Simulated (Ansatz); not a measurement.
NiSi2 (fluorite type, space group Fm-3m)

```xyz
3
Lattice="0.0000 2.7223 2.7223 2.7223 0.0000 2.7223 2.7223 2.7223 0.0000" Properties=species:S:1:pos:R:3 pbc="T T T"
Ni     0.0000     0.0000     0.0000
Si     1.3611     1.3611     1.3611
Si     4.0834     4.0834     4.0834
```

The slice is a {110} plane (indices of the conventional cell) through the point (0.000, 0.000, 0.000) (fractional), spanned by u = [100] and v = [1 -1 -1] in vectors of this cell: u (3.85 Å) and v (5.44 Å, at 90° to u). It covers one period; positions are fractions (u, v).

Calculation: PBE (plane waves to 420 eV, PAW, scalar-relativistic; Ansatz, a quantum-chemistry and plane-wave program). k mesh 15×15×15. Near the nuclei the fields are pseudised (PAW); where an atom keeps semicore shells as valence, they peak there. NiSi2 is run without spin polarisation. NiSi2 was relaxed with its symmetry unable to fall.

Q: What is the ELF at the midpoint of the shortest Ni–Si line in this plane (2.36 Å)?

A: 0.5.

Q: What is the valence density on the shortest Ni–Si line in this plane (2.36 Å), at its midpoint?

A: 0.46 e/Å³.

Q: The ELF has a maximum in the middle third of the Ni–Si line. Where, and how high?

A: 0.76, 1.5 Å from Ni.

Q: Predict the map of the valence electron density on the slice.

A: 
```
|@%*=-------=*%|
|**=---------=*|
|==-----------=|
|------:.:-----|
|:::---. .---::|
|.:::--:.:--:::|
|...::-----::..|
|  ..:-----:.. |
|   .::---::.  |
|   .::---::.  |
|   .::---::.  |
|  ..:-----:.. |
|...::-----::..|
|.:::--:.:--:::|
|:::---. .---::|
|------:.:-----|
|==-----------=|
|**=---------=*|
|@%*=-------=*%|
|@@*=-------=*@|
```
Scale: ten equal steps from -1.58 (start of ' ') to 1.78 (end of '@'), in the order ' .:-=+*#%@'. Values: log₁₀ of the valence density in e/Å³. The map has 14 points along u (one character each, u = 0 at the left) and 20 along v (v = 0 in the bottom row). The scale is logarithmic, as a density can span decades between atoms and voids.
